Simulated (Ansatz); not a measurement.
## Property card for SiO$_{2}$

SiO2:
```yaml
crystal:
  lattice:
    - [4.94947, 0.00000, 0.00000]
    - [-2.47474, 4.28637, 0.00000]
    - [0.00000, 0.00000, 5.44174]
  atoms:
    - { symbol: O, position: [0.41257, 0.26669, 0.21428] }
    - { symbol: O, position: [0.73331, 0.14588, 0.54761] }
    - { symbol: O, position: [0.85412, 0.58743, 0.88095] }
    - { symbol: O, position: [0.26669, 0.41257, 0.78572] }
    - { symbol: O, position: [0.14588, 0.73331, 0.45239] }
    - { symbol: O, position: [0.58743, 0.85412, 0.11905] }
    - { symbol: Si, position: [0.47048, 0.00000, 0.33333] }
    - { symbol: Si, position: [0.00000, 0.47048, 0.66667] }
    - { symbol: Si, position: [0.52952, 0.52952, 0.00000] }
```

Space group P3_121 (No. 152); conventional cell a = b = 4.9495 Å, c = 5.4417 Å, α = β = 90.00°, γ = 120.00°.

Method: DFT-PBEsol in the program Ansatz with PAW potentials. Structure relaxed to zero pressure with the same functional. Other levels are named where they apply.

**Cell and energy**

```
Property                                                      Result
-----------------------------------------------------  -------------
Volume per atom                                             12.83 Å³
Density                                                   2.59 g/cm³
Formation energy from the elements (no fitted shifts)  -2.81 eV/atom
```

**Electronic structure**

```
Property                                               Result
----------------------------------------  -------------------
Band gap                                   5.72 eV (indirect)
Valence-band maximum                                     at K
Conduction-band minimum                                  at Γ
Smallest direct gap on the standard path              6.01 eV
Electron effective mass                   0.50 mₑ (isotropic)
HSE06 gap on the PBEsol cell                          7.67 eV
```

**Mechanics**

```
Property                                                                                                                     Value
-----------------------------------------------------------  ---------------------------------------------------------------------
Bulk modulus (Birch–Murnaghan fit)                                                                                        31.9 GPa
Pressure derivative B′                                                                                                         5.5
Elastic constants (relaxed ions, GPa)                        C11 = 75.9, C12 = 4.6, C13 = 8.3, C14 = -17.7, C33 = 93.1, C44 = 53.2
Mechanical stability                                                                        stable (all eigenvalues of C positive)
Hill bulk and shear moduli                                                                                       31.7 and 39.7 GPa
Young's modulus                                                                                                           84.1 GPa
Poisson's ratio                                                                                                               0.06
Debye temperature from the elastic constants                                                                                 542 K
Piezoelectric stress constants (proper, relaxed ions, C/m²)                 e11 = 0.17, e12 = e26 = -0.17, e14 = -0.04, e25 = 0.04
```

**Dielectric response**

```
Item                                                          Value
----------------------------------------  -------------------------
Electronic dielectric constant ε∞ (DFPT)  2.49 (xx = yy), 2.52 (zz)
Born charges (a third of the trace)             O -1.68, Si +3.37 e
Largest static χ(2) component                             0.94 pm/V
```

The cell was relaxed with PBEsol under the symmetry of its start. Signs of piezoelectric constants follow the polarity of the cell as given. The references are the lowest solids computed at this level, not always the standard phases (solids in place of the gases).

Potentials: the later of the program's two PAW sets.
